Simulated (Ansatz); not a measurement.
CdPd$_{3}$:
```
CELL_PARAMETERS angstrom
     -2.00005     2.00005     3.96597
      2.00005    -2.00005     3.96597
      2.00005     2.00005    -3.96597
ATOMIC_POSITIONS crystal
  Cd 0.00000 0.00000 0.00000
  Pd 0.75000 0.25000 0.50000
  Pd 0.25000 0.75000 0.50000
  Pd 0.50000 0.50000 0.00000
```

Relaxed with r²SCAN. Special points in fractions of this cell's reciprocal vectors: Γ (0.000, 0.000, 0.000); X (0.000, 0.000, 0.500); P (0.250, 0.250, 0.250); N (0.000, 0.500, 0.000); M (0.500, 0.500, -0.500); S (0.314, 0.686, -0.314); S0 (-0.314, 0.314, 0.314); R (-0.127, 0.127, 0.500); G (0.500, 0.500, -0.127).

Question: List the band energies nearest the Fermi level at these points for r²SCAN (plane waves, PAW; program Ansatz).

Answer: In eV from the Fermi level; about four levels below and three above (degenerate sets whole), none deeper than 8.9 eV; points with the same levels are listed once.

| k | below | above |
|---|---|---|
| Γ | -1.22 -0.59 -0.55 -0.55 | 0.23 2.67 7.40 7.40 |
| X | -1.25 -0.93 -0.48 -0.24 | 0.09 0.46 0.67 |
| P | -1.20 -1.20 -1.16 -0.54 | 0.34 0.66 1.47 1.47 |
| N | -1.45 -1.39 -1.20 -0.39 | 0.09 3.79 4.56 |
| M | -0.71 -0.26 -0.26 -0.26 | 0.23 2.47 2.47 |
| S | -1.39 -1.21 -1.07 -0.29 | 0.38 0.45 5.91 |
| R | -1.12 -0.63 -0.53 -0.12 | 0.26 0.72 1.95 |

Space group I4/mmm. The first step of the workflow began from a Materials Project structure, measured or hypothetical; the Crystallography Open Database copy checked does not list it. With Cd and Pd taken as one species the cell has the higher symmetry Fm-3m, so it may be an ordered model of a mixed-site phase. Whether it is the stable phase at ambient conditions was not checked. The cell was relaxed with r²SCAN under the symmetry of its start; whether a distortion lowers the energy is not shown. The run is not spin-polarised. Spin–orbit coupling is left out wherever it is not named.

Potentials: the later of the program's two PAW sets.
